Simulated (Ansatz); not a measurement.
Simulated powder pattern, Cu Kα, λ = 1.54184 Å (kinematic, ideal powder, no thermal factors, no anomalous dispersion; the 30 strongest lines at most, above 1 %, up to 2θ = 90°):

```json
[
 {"2θ (°)": "26.33", "I/Imax (%)": "100"},
 {"2θ (°)": "42.55", "I/Imax (%)": "3.4"},
 {"2θ (°)": "44.71", "I/Imax (%)": "17"},
 {"2θ (°)": "50.74", "I/Imax (%)": "3.4"},
 {"2θ (°)": "54.20", "I/Imax (%)": "6.9"},
 {"2θ (°)": "59.79", "I/Imax (%)": "5.3"},
 {"2θ (°)": "77.88", "I/Imax (%)": "5.6"},
 {"2θ (°)": "83.91", "I/Imax (%)": "9.2"},
 {"2θ (°)": "84.94", "I/Imax (%)": "1.7"},
 {"2θ (°)": "86.21", "I/Imax (%)": "1.4"}
]
```

The pattern belongs to a structure relaxed with r²SCAN+D4 in the plane-wave PAW code Ansatz.

Task: Which of these materials gives this?
(A) C, graphite
(B) W, bcc (W type)
(C) Gd, hcp (Mg type)
(D) Si, diamond

Result: A, C, graphite

Task: Give the lattice parameters.

Result: a = 2.453 Å, c = 6.769 Å.

Space group P6_3/mmc (graphite). Symmetry was held in the r²SCAN+D4 relaxation; of distortions, only those at the zone centre were tested.

Potentials: the later of the program's two PAW sets.
